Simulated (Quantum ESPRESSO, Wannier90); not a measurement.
Wannierisation of CsI (CsCl type)

Cell from Materials Project (mp-1056920), symmetrised, no further relaxation. COD (Crystallography Open Database) has an entry of this formula and space group (matched by these alone). Computed values, not measurements, from PBEsol: Quantum ESPRESSO (norm-conserving PseudoDojo potentials, cutoff 56 Ry, spinors with spin-orbit coupling) on a Γ-centred 6×6×6 mesh, then Wannier90. Density: 8×8×8 mesh, cold smearing 0.01 Ry.

```
begin unit_cell_cart
ang
    4.6652100000    0.0000000000    0.0000000000
    0.0000000000    4.6652100000    0.0000000000
    0.0000000000    0.0000000000    4.6652100000
end unit_cell_cart
mp_grid = 6 6 6
```

Problem. Which shells of neighbouring k-points and which b-vectors and weights does Wannier90 pick for this cell and mesh?

Solution. 
```
 *---------------------------------- K-MESH ----------------------------------*
 +----------------------------------------------------------------------------+
 |                    Distance to Nearest-Neighbour Shells                    |
 |                    ------------------------------------                    |
 |          Shell             Distance (Ang^-1)          Multiplicity         |
 |          -----             -----------------          ------------         |
 |             1                   0.224470                      6            |
 |             2                   0.317448                     12            |
 |             3                   0.388793                      8            |
 |             4                   0.448939                      6            |
 |             5                   0.501929                     24            |
 |             6                   0.549836                     24            |
 |             7                   0.634896                     12            |
 |             8                   0.673409                     30            |
       ... (lines left out)
 +----------------------------------------------------------------------------+
 | The b-vectors are chosen automatically                                     |
 | The following shells are used:                       1                     |
 +----------------------------------------------------------------------------+
 |                        Shell   # Nearest-Neighbours                        |
 |                        -----   --------------------                        |
 |                          1               6                                 |
 +----------------------------------------------------------------------------+
 | Completeness relation is fully satisfied [Eq. (B1), PRB 56, 12847 (1997)]  |
 +----------------------------------------------------------------------------+
 |                  b_k Vectors (Ang^-1) and Weights (Ang^2)                  |
 |                  ----------------------------------------                  |
 |            No.         b_k(x)      b_k(y)      b_k(z)        w_b           |
 |            ---        --------------------------------     --------        |
 |             1         0.000000    0.000000    0.224470     9.923278        |
 |             2         0.000000    0.224470    0.000000     9.923278        |
 |             3         0.224470    0.000000    0.000000     9.923278        |
 |             4         0.000000    0.000000   -0.224470     9.923278        |
 |             5         0.000000   -0.224470    0.000000     9.923278        |
 |             6        -0.224470    0.000000    0.000000     9.923278        |
```
